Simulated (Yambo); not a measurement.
Yambo run on Rb3RhF6 (space group Fm-3m, No. 225). The wavefunctions are PBEsol (Quantum ESPRESSO, PseudoDojo norm-conserving, 88 Ry, no spin-orbit coupling) ones on a 2×2×2 mesh (43 occupied bands); a = 6.444 Å, b = 6.444 Å, c = 6.444 Å, α = 60.00°, β = 60.00°, γ = 60.00°.

Yambo input:

```
rim_cut
gw0
dyson
el_el_corr
HF_and_locXC
ppa
em1d
RandQpts= 1000000
RandGvec= 1 Ry
EXXRLvcs= 88 Ry
VXCRLvcs= 352 Ry
Chimod= "HARTREE"
% BndsRnXp
 5 | 282 |
%
NGsBlkXp= 7 Ry
% LongDrXp
 1.0 | 1.0 | 1.0 |
%
PPAPntXp= 40 eV
% GbndRnge
 1 | 282 |
%
GTermKind= "BG"
DysSolver= "n"
ExtendOut
% QPkrange
 3 | 3 | 43 | 44 |
%
```

k points by index: 3 = X.

The o-*.qp file then holds:

```
#    K-point    Band    Eo [eV]    E [eV]    E-Eo [eV]    Vxc [eV]    Vnlxc [eV]    Sc|Eo [eV]    Sc|E [eV]    dSc/dw|Eo [eV]    Re(Z)    Im(Z)
#
    3    43    0.000000    -1.576472    -1.576472    -23.11542    -29.50108    4.469326    4.809182    -5.865881    0.822660    -0.891940E-3
    3    44    2.107707    4.347048    2.239341    -22.72506    -16.70382    -3.329531    -3.781892    -5.496732    0.831945    -0.763352E-3
```
(The two width columns are left out.) Convergence of these settings isn't established.

Geometry of the Materials Project entry, not relaxed at this level.

The structure is a Materials Project entry; no match was found in the copy of COD used, and its stability was not checked.
